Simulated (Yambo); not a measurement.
G0W0@PBEsol for Mg2ZnP2 (space group P3m1, No. 156) in Yambo (3×3×2 mesh, 8 Ry block, plasmon pole, screening fixed), without a terminator:

```csv
bands N in G,gap Γ → K (eV),shift of the valence edge (eV)
70,1.746,-0.095
114,1.825,-0.344
176,1.871,-0.459
```

### Question
Extrapolate both columns to infinite N with E(N) = E∞ + A/N, test the form, and compare with the terminator.

### Answer
From two points, E∞ = (N2 E2 − N1 E1)/(N2 − N1). The two largest N give 1.96 eV for the gap and -0.67 eV for the shift; the two smallest give 1.95 eV and -0.74 eV. For the gap the slopes A are -14 and -15 eV: the 1/N form holds. For the shift the slopes A are 45 and 37 eV: the form isn't reached, and its limit is uncertain. With the Bruneval-Gonze terminator and 176 bands the run gives 1.90 eV and -0.54 eV, 0.05 eV and 0.13 eV from the extrapolated values: the terminator too is an estimate of the remainder. Block, mesh and the bands in W are held fixed.

Geometry of the Materials Project entry, not relaxed at this level; primitive cell a = b = 4.014 Å, c = 6.544 Å, α = β = 90.00°, γ = 120.00°.

The structure is a Materials Project entry; no match was found in the copy of COD used, and its stability was not checked.

A shift is the quasiparticle energy of the state minus its PBEsol energy.
